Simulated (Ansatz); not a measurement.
ZnSnO3:
```yaml
crystal:
  lattice:
    - [2.63904, 1.52365, 4.67033]
    - [-2.63904, 1.52365, 4.67033]
    - [0.00000, -3.04730, 4.67033]
  atoms:
    - { symbol: Zn, position: [0.29497, 0.29497, 0.29497] }
    - { symbol: Zn, position: [0.79497, 0.79497, 0.79497] }
    - { symbol: Sn, position: [0.01257, 0.01257, 0.01257] }
    - { symbol: Sn, position: [0.51257, 0.51257, 0.51257] }
    - { symbol: O, position: [0.72146, 0.11606, 0.40523] }
    - { symbol: O, position: [0.40523, 0.72146, 0.11606] }
    - { symbol: O, position: [0.11606, 0.40523, 0.72146] }
    - { symbol: O, position: [0.90523, 0.61606, 0.22146] }
    - { symbol: O, position: [0.22146, 0.90523, 0.61606] }
    - { symbol: O, position: [0.61606, 0.22146, 0.90523] }
```

Cartesian axes are those of the cell as given.

**Question.** Give the high-frequency dielectric tensor and the Born effective charge tensors of the independent atoms from DFPT, plane-wave PAW PBEsol (Ansatz code).

**Answer.** 
ε∞:
```
5.01  0.00  0.00
0.00  5.01  0.00
0.00  0.00  4.85
```
Z* of atom 1 (Zn), rows: field, columns: displacement, in e:
```
 2.40  -0.06   0.00
 0.06   2.40   0.00
 0.00   0.00   2.19
```
Z* of atom 3 (Sn), rows: field, columns: displacement, in e:
```
 4.22   0.32   0.00
-0.32   4.22   0.00
 0.00   0.00   4.26
```
Z* of atom 5 (O), rows: field, columns: displacement, in e:
```
-2.34  -0.11   0.33
-0.15  -2.07   0.43
 0.29   0.55  -2.15
```

Static charges for comparison (Bader): Zn1 +1.27, Sn3 +2.41, O5 -1.23 e. Born charges measure polarisation by displacement and can exceed these by far.

Space group R3c. The PBEsol relaxation kept the symmetry of its start. Spin–orbit coupling is left out wherever it is not named.

Potentials: the later of the program's two PAW sets.
